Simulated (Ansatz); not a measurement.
Ge2Sb2Te5:
```
CELL_PARAMETERS angstrom
      4.24839     0.00000     0.00000
     -2.12420     3.67922     0.00000
      0.00000     0.00000    17.34752
ATOMIC_POSITIONS crystal
  Ge 0.33333 0.66667 0.90129
  Ge 0.66667 0.33333 0.09871
  Sb 0.00000 0.00000 0.68845
  Sb 0.00000 0.00000 0.31155
  Te 0.00000 0.00000 0.00000
  Te 0.66667 0.33333 0.80504
  Te 0.33333 0.66667 0.19496
  Te 0.33333 0.66667 0.59027
  Te 0.66667 0.33333 0.40973
```

Relaxed with r²SCAN+D4. Independent-particle spectrum: no excitons, no local fields, no scissors shift; 0.1 eV broadening; ε₁ of the summed bands alone.

Q: Tabulate the dielectric function from DFT-r²SCAN+D4 in the program Ansatz with PAW potentials.

A: 

| E (eV) | ε₁ xx | ε₂ xx | ε₁ zz | ε₂ zz |
|---|---|---|---|---|
| 0.0 | 51.81 | 0.00 | 42.46 | 0.00 |
| 0.3 | 55.67 | 0.22 | 44.15 | 0.00 |
| 0.6 | 64.53 | 8.34 | 50.44 | 1.87 |
| 0.9 | 80.95 | 27.21 | 62.46 | 6.04 |
| 1.2 | 67.61 | 88.27 | 81.24 | 38.63 |
| 1.5 | 3.55 | 79.75 | 55.42 | 90.02 |
| 1.8 | -5.63 | 56.00 | -7.92 | 82.64 |
| 2.1 | -15.64 | 49.95 | -17.63 | 50.34 |
| 2.4 | -26.82 | 33.12 | -26.29 | 40.41 |
| 2.7 | -23.12 | 19.25 | -24.96 | 23.23 |
| 3.0 | -18.87 | 11.07 | -21.06 | 14.19 |
| 3.3 | -13.82 | 6.98 | -16.84 | 8.28 |
| 3.6 | -10.66 | 5.48 | -12.43 | 5.07 |
| 3.9 | -8.12 | 4.39 | -8.92 | 4.54 |
| 4.2 | -6.76 | 3.56 | -7.50 | 3.59 |
| 4.5 | -5.07 | 2.88 | -5.74 | 3.28 |
| 4.8 | -3.88 | 2.51 | -4.83 | 2.83 |
| 5.1 | -2.63 | 2.14 | -3.90 | 2.01 |
| 5.4 | -1.52 | 2.36 | -2.65 | 1.69 |
| 5.7 | -0.60 | 2.69 | -1.40 | 1.62 |
| 6.0 | -0.25 | 3.35 | -0.47 | 2.06 |
| 6.3 | 0.28 | 3.33 | 0.53 | 2.27 |
| 6.6 | 0.33 | 5.29 | 1.55 | 3.92 |
| 6.9 | -0.28 | 4.62 | 0.77 | 4.92 |
| 7.2 | -0.88 | 5.79 | -0.60 | 6.06 |
| 7.5 | -2.34 | 5.02 | -1.96 | 5.37 |
| 7.8 | -2.33 | 4.55 | -2.34 | 4.95 |
| 8.1 | -3.10 | 3.79 | -2.77 | 4.07 |
| 8.4 | -2.80 | 2.99 | -3.00 | 3.49 |
| 8.7 | -2.65 | 2.56 | -2.86 | 2.83 |
| 9.0 | -2.44 | 2.14 | -2.60 | 2.23 |
| 9.3 | -2.18 | 1.83 | -2.34 | 1.94 |
| 9.6 | -1.94 | 1.64 | -2.09 | 1.71 |
| 9.9 | -1.76 | 1.51 | -1.92 | 1.57 |
| 10.2 | -1.62 | 1.40 | -1.78 | 1.39 |
| 10.5 | -1.50 | 1.28 | -1.65 | 1.25 |
| 10.8 | -1.39 | 1.17 | -1.52 | 1.09 |
| 11.1 | -1.30 | 1.03 | -1.38 | 0.97 |
| 11.4 | -1.16 | 0.93 | -1.21 | 0.88 |
| 11.7 | -1.04 | 0.86 | -1.10 | 0.80 |
| 12.0 | -0.93 | 0.80 | -0.97 | 0.73 |

Q: From ε at 1.3 eV (xx: 40.71 + 97.25i), find n, k, the normal reflectivity and the absorption coefficient.

A: n = 8.55, k = 5.688, R = 72 %, α = 2kE/ħc = 750000 cm⁻¹.

With all bands, ε∞ without local fields is 51.9 (xx = yy), 42.6 (zz).

Space group P-3m1. The cell was relaxed with r²SCAN+D4 under the symmetry of its start. At this level the phase is dynamically unstable (imaginary phonons). Spin–orbit coupling is left out wherever it is not named.

Potentials: the earlier of the program's two PAW sets. The files were generated under PBE; for other functionals the program regenerates the frozen cores, and for LDA and PBEsol the local potential too.
